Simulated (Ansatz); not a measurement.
## Zr₄Ag: rattling a relaxed structure

It was reached by relaxing an invented guess, and it needn't be the stable form of this composition.

Method: DFT PBE, scalar-relativistic, plane waves, PAW in Ansatz. Plane waves to 420 eV, a k mesh through Γ of 10×10×10 on the computed 5-atom cell and Gaussian smearing (0.10 eV); no spin polarisation.

The cell below (5 atoms, space group I4/mmm (No. 139)) is relaxed within its symmetry.

```xyz
5
Lattice="-3.8513 3.8513 1.9503 3.8513 -3.8513 1.9503 3.8513 3.8513 -1.9503" Properties=species:S:1:pos:R:3 pbc="T T T"
Zr    2.2151    0.0000    1.9503
Zr    1.6362    3.8513    0.0000
Zr    0.0000    2.2151    1.9503
Zr    3.8513    1.6362    0.0000
Ag    0.0000    0.0000    0.0000
```

For the test a repeat of it with 10 atoms (edges 3.90, 5.79, 10.89 Å) was strained at random (σ = 1.5 % a component), the atoms were moved at random (σ = 0.15 Å), and all was relaxed again on a coarse 6×6×2 mesh (in the run’s order of axes) with 0.20 eV smearing, with no symmetry imposed.

**Question.** What happens?

**Answer.** It doesn't return. The energy falls by 229 meV/atom on that mesh, the volume changes by -5.5 %, and the end has space group I4/m (No. 87) at a loose tolerance. Relaxed again on an 8×8×8 mesh with 0.10 eV smearing, the new structure lies 234 meV/atom below the first (mesh in the axes of the run's cell; the cell below is made exact in the group named). Space group I4/m (No. 87), tetragonal, a = 7.183 Å, c = 4.237 Å. Zr has 9 Zr at 3.03–3.33 Å and 3 Ag at 3.11–3.17 Å; around Ag lie 12 Zr at 3.11–3.17 Å.

```
Zr Ag
1.0
    -3.59161    3.59161    2.11863
     3.59161   -3.59161    2.11863
     3.59161    3.59161   -2.11863
Zr Ag
4 1
Direct
  0.38872 0.80839 0.19711
  0.61128 0.19161 0.80289
  0.80839 0.61128 0.41967
  0.19161 0.38872 0.58033
  0.00000 0.00000 0.00000
```
